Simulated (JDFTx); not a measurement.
An input for JDFTx (a modified build) (C6H5O (SMILES Oc1c[c]ccc1), charge 0, multiplicity 2; bohr, hartree):

```
lattice \
  19.8421243086 0.0000000000 0.0000000000 \
  0.0000000000 17.4799666528 0.0000000000 \
  0.0000000000 0.0000000000 9.9210621543
coords-type Cartesian
ion O -4.6769024935 -0.2222141322 0.0003490301 0
ion C -2.1142285626 -0.0368645788 0.0000493648 0
ion C -1.0386156601 2.3827973350 0.0000041693 0
ion C 1.5247469326 2.5353541835 0.0000505394 0
ion C 3.1501036550 0.5327152636 0.0000224791 0
ion C 2.0609489921 -1.8623871719 0.0000377604 0
ion C -0.5385679051 -2.1386088671 0.0000920564 0
ion H -5.1748393218 -1.9760735344 -0.0003490301 0
ion H -2.2629391579 4.0115865345 -0.0000509292 0
ion H 5.1748393218 0.7608994247 -0.0000149245 0
ion H 3.2599695858 -3.5151084872 -0.0000456304 0
ion H -1.3618207327 -4.0115865345 0.0001293230 0
ion-species pseudo/o_pbe_v1.2.upf
ion-species pseudo/c_pbe_v1.2.upf
ion-species pseudo/h_pbe_v1.4.upf
core-overlap-check none
elec-cutoff 20 100
elec-ex-corr gga-PBE
symmetries none
coulomb-interaction Isolated
coulomb-truncation-embed 0 0 0
elec-n-bands 18
spintype z-spin
elec-initial-magnetization 1 yes
electronic-scf nIterations 100 energyDiffThreshold 1e-08
dump-name s0.$VAR
dump End State Ecomponents EigStats BandEigs Forces ElecDensity IonicPositions
```

**Question.** What happens when this is run, and what should be changed?

**Answer.** It stops during set-up with
```
Atom 1 lies within the margin of 5 bohrs from the truncation boundary.
Expand unit cell, or if absolutely sure, reduce coulomb-truncation-ion-margin.
Failed.
```
The box is too small for the truncated Coulomb interaction: enlarge the cell, or lower coulomb-truncation-ion-margin if the density is known to be confined.
